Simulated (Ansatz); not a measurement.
ScTaN2:
```
CELL_PARAMETERS angstrom
      3.05789     0.00000     0.00000
     -1.52894     2.64821     0.00000
      0.00000     0.00000    10.59009
ATOMIC_POSITIONS crystal
  Sc 0.00000 0.00000 0.50000
  Sc 0.00000 0.00000 0.00000
  Ta 0.66667 0.33333 0.75000
  Ta 0.33333 0.66667 0.25000
  N  0.66667 0.33333 0.12410
  N  0.33333 0.66667 0.87590
  N  0.33333 0.66667 0.62410
  N  0.66667 0.33333 0.37590
```

Relaxed with r²SCAN. Special points in fractions of this cell's reciprocal vectors: Γ (0.000, 0.000, 0.000); M (0.500, 0.000, 0.000); K (0.333, 0.333, 0.000); A (0.000, 0.000, 0.500); L (0.500, 0.000, 0.500); H (0.333, 0.333, 0.500).

Question: List the band energies nearest the Fermi level at these points for plane-wave PAW r²SCAN with spin–orbit coupling (Ansatz code).

Answer: In eV from the Fermi level; about four levels below and three above (degenerate sets whole), none deeper than 8.9 eV; points with the same levels are listed once.

| k | below | above |
|---|---|---|
| Γ | -2.66 -2.66 -1.06 -1.06 | 0.02 0.02 0.16 0.16 |
| M | -3.24 -3.24 -1.33 -1.33 | 0.00 0.00 2.04 2.04 |
| K | -0.90 -0.90 -0.55 -0.55 | 1.24 1.24 1.25 1.25 |
| A | -0.25 -0.25 -0.25 -0.25 | 0.74 0.74 0.74 0.74 |
| L | -2.19 -2.19 -2.19 -2.19 | 1.00 1.00 1.00 1.00 |
| H | -0.87 -0.87 -0.59 -0.59 | 1.43 1.43 1.45 1.45 |

Space group P6_3/mmc. The workflow started from a Materials Project entry (that database holds measured and hypothetical structures alike); the Crystallography Open Database copy checked does not list it. Whether it is the stable phase at ambient conditions was not checked. The cell was relaxed with r²SCAN under the symmetry of its start; whether a distortion lowers the energy is not shown. The run is not spin-polarised. The Fermi level of a semimetal is unsure by some 0.05 eV on such meshes.

Potentials: the later of the program's two PAW sets.
